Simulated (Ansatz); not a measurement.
Input:

YRh2:
```cif
data_Rh16Y8
_chemical_formula_sum 'Y8 Rh16'
_space_group_name_H-M_alt 'Fd-3m :1'
_space_group_IT_number 227
_space_group_name_Hall 'F 4d 2 3 -1d'
_cell_length_a 7.49824
_cell_length_b 7.49824
_cell_length_c 7.49824
_cell_angle_alpha 90.000
_cell_angle_beta 90.000
_cell_angle_gamma 90.000
loop_
_atom_site_label
_atom_site_type_symbol
_atom_site_symmetry_multiplicity
_atom_site_Wyckoff_symbol
_atom_site_fract_x
_atom_site_fract_y
_atom_site_fract_z
_atom_site_occupancy
Y1 Y 8 b 0.50000 0.50000 0.50000 1
Rh1 Rh 16 c 0.12500 0.12500 0.12500 1
```
(The calculation used a cell of 6 atoms; values per cell refer to that cell.)

This is the r²SCAN-relaxed structure.

All from DFT-r²SCAN in the program Ansatz with PAW potentials, unless another level is named. Predict the density of states at the Fermi level.

0.48 states/eV per atom (mean over ±0.08 eV).

Predict the formation energy from the elements (no fitted shifts).

-0.79 eV/atom.

The first step of the workflow began from a Materials Project structure, measured or hypothetical; the Crystallography Open Database files this formula in space group No. 227, but the cells were not matched. Its standing as an ambient phase is unchecked. The r²SCAN relaxation kept the symmetry of its start; whether a distortion lowers the energy is not shown. The run is not spin-polarised. The references are the lowest solids computed at this level, not always the standard phases. Scalar-relativistic: spin–orbit coupling is off unless named, which matters more the heavier the elements.

Potentials: the later of the program's two PAW sets.
